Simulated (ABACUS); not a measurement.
A series of runs on CdTe (F-43m, 2 atoms in the cell; from Materials Project mp-406)

```yaml
crystal:
  lattice:
    - [0.00000, 3.28212, 3.28212]
    - [3.28212, 0.00000, 3.28212]
    - [3.28212, 3.28212, 0.00000]
  atoms:
    - { symbol: Cd, position: [0.00000, 0.00000, 0.00000] }
    - { symbol: Te, position: [0.25000, 0.25000, 0.25000] }
```

Base run A: ABACUS 3.10.1 with LDA (PW92), PseudoDojo 0.4 standard norm-conserving LDA (tails mended) pseudopotentials, self-consistent single point.

Its settings: KPT = Gamma 8 8 8 0 0 0; basis_type = pw; dft_functional = PWLDA; ecutwfc = 102 Ry; smearing_method = gaussian; smearing_sigma = 0.000734986 Ry; potentials = PseudoDojo 0.4 standard norm-conserving LDA (tails mended); symmetry = 1; symmetry_prec = 1e-05; ks_solver = dav_subspace; scf_nmax = 100; scf_thr = 1.0e-09 Ry; mixing_type = broyden.

Spin-orbit coupling is left out, which matters for bands and gaps with elements this heavy. The structure comes from a collection of computed structures, made at another level of theory; the collection holds predicted forms beside known ones.

ΔF is the free energy per atom less that of run A. 

Run A gave: pressure (GPa) -2.83; gap on the mesh (eV) 0.396.

Runs:
- B: volume scaled by 0.94
- C: volume scaled by 0.96
- D: volume scaled by 0.98
- E: volume scaled by 0.99
- F: volume scaled by 1.01
- G: volume scaled by 1.02
- H: volume scaled by 1.04
- I: volume scaled by 1.06

**Question.** What does run H change against A?

**Answer.** The free energy goes up by 29.9 meV/atom, the pressure goes from -2.83 to -3.97 GPa and the gap on the mesh goes from 0.396 to 0.284 eV.

**Question.** What does run F change against A?

**Answer.** The free energy goes up by 6.5 meV/atom, the pressure goes from -2.83 to -3.14 GPa and the gap on the mesh goes from 0.396 to 0.367 eV.

```json
[
 {"run": "A", "ΔF (meV/atom)": "0.00", "pressure (GPa)": "-2.83", "gap on the mesh (eV)": "0.396"},
 {"run": "B", "ΔF (meV/atom)": "-22.4", "pressure (GPa)": "-0.49", "gap on the mesh (eV)": "0.579"},
 {"run": "C", "ΔF (meV/atom)": "-18.5", "pressure (GPa)": "-1.37", "gap on the mesh (eV)": "0.516"},
 {"run": "D", "ΔF (meV/atom)": "-10.8", "pressure (GPa)": "-2.15", "gap on the mesh (eV)": "0.455"},
 {"run": "E", "ΔF (meV/atom)": "-5.8", "pressure (GPa)": "-2.50", "gap on the mesh (eV)": "0.425"},
 {"run": "F", "ΔF (meV/atom)": "6.5", "pressure (GPa)": "-3.14", "gap on the mesh (eV)": "0.367"},
 {"run": "G", "ΔF (meV/atom)": "13.7", "pressure (GPa)": "-3.44", "gap on the mesh (eV)": "0.339"},
 {"run": "H", "ΔF (meV/atom)": "29.9", "pressure (GPa)": "-3.97", "gap on the mesh (eV)": "0.284"},
 {"run": "I", "ΔF (meV/atom)": "48.2", "pressure (GPa)": "-4.43", "gap on the mesh (eV)": "0.230"}
]
```

“Tails mended”: in these copies of the files the far tail of each local potential was reset to the Coulomb form.
